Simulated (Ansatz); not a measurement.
Co (hcp (Mg type)), relaxed with LDA (Ansatz, a quantum-chemistry and plane-wave program, plane waves, PAW): a = 2.428 Å, b = 2.428 Å, c = 3.918 Å, α = 90.00°, β = 90.00°, γ = 120.00°.

```
Property                                                                        Value
---------------------------  --------------------------------------------------------
spin order and moments (μB)  ferromagnetic; net 1.51 per atom; largest site about 1.6
```

The same phase is relaxed and computed with PBE in the same code. What are the cell and these values now?

a = 2.495 Å, b = 2.495 Å, c = 4.029 Å, α = 90.00°, β = 90.00°, γ = 120.00°.

- spin order and moments (μB): ferromagnetic; net 1.62 per atom; largest site about 1.7

Spin orders computed, not proven ground states: Co, hcp (Mg type) with LDA ferromagnetic; Co, hcp (Mg type) with PBE ferromagnetic. All cells were relaxed under the symmetry of their starts (and spin orders); stability against distortions was not tested throughout.

Potentials: the earlier of the program's two PAW sets.

Ansatz is a plane-wave DFT program.
